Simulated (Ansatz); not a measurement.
Stress against strain in BiTe

```
CELL_PARAMETERS angstrom
0.00000 3.23500 3.23500
3.23500 0.00000 3.23500
3.23500 3.23500 0.00000
ATOMIC_POSITIONS crystal
Bi 0.00000 0.00000 0.00000
Te 0.50000 0.50000 0.50000
```

Atom numbers follow the list: Bi1, Te2.

The cell comes from COD entry 9008604, which wasn't checked; take it as a given geometry.

No spin–orbit coupling, which matters for the heavy atoms here.

Theory: Ansatz 0.2.0, DFT, LDA, all-electron LAPW, scalar-relativistic.

Sampling and basis: a Γ-centred 10×10×10 k mesh, Fermi–Dirac smearing of 0.08 eV, basis error target 0.5 meV/atom, no spin polarisation.

The strain is applied along the Cartesian axes of the cell as listed (the other components stay zero). Fractional coordinates are held (clamped ions).

σ is the change of stress from the unstrained cell, which is at -2.77 GPa; tension is positive, so slopes are stress–strain coefficients at that pressure. In a metal the k mesh adds noise.

Only quantities that a quadratic follows smoothly over the whole series are listed; rougher ones are left out.

| εzz | σzz (GPa) | σxx (GPa) |
| --- | --- | --- |
| -0.0200 | -2.03 | -0.43 |
| 0.0000 | 0.00 | 0.00 |
| 0.0100 | 0.83 | 0.21 |
| 0.0200 | 1.60 | 0.40 |

(1) Fit the series and read off the stiffness at zero strain.

(2) One run, at εzz = -0.0100, is withheld. Predict its row.

Answers

(1) Least-squares fits y = p0 + p1 x + p2 x² to the rows give σzz (GPa): p1 = 90.6, p2 = -520; σxx (GPa): p1 = 20.8, p2 = -43. So C11 = 91 GPa and C12 = 21 GPa, which gives B = (C11 + 2 C12)/3 = 44 GPa.

(2) The fits give -0.97, -0.21; the run gave -0.94, -0.22.
